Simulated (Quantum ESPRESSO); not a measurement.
```
KIO3
1.0
    3.14058     1.81321     5.13647
   -3.14058     1.81321     5.13647
    0.00000    -3.62642     5.13647
O K I
6 2 2
Direct
  0.14657   0.25994   0.77281
  0.25994   0.77281   0.14657
  0.77281   0.14657   0.25994
  0.27281   0.75994   0.64657
  0.64657   0.27281   0.75994
  0.75994   0.64657   0.27281
  0.75421   0.75421   0.75421
  0.25421   0.25421   0.25421
  0.00409   0.00409   0.00409
  0.50409   0.50409   0.50409
```

The geometry is that of Materials Project entry mp-1080058, symmetrised and not relaxed again.

Task: What does PBEsol (Quantum ESPRESSO, PseudoDojo norm-conserving, 84 Ry, without SOC) give for the electronic structure near the Fermi level?

Result: The PBEsol gap is direct, 2.86 eV at Γ. Spin-orbit coupling is left out, which matters for elements this heavy: edges can move by tenths of an eV.

The structure is a Materials Project entry; no match was found in the copy of COD used, and its stability was not checked.
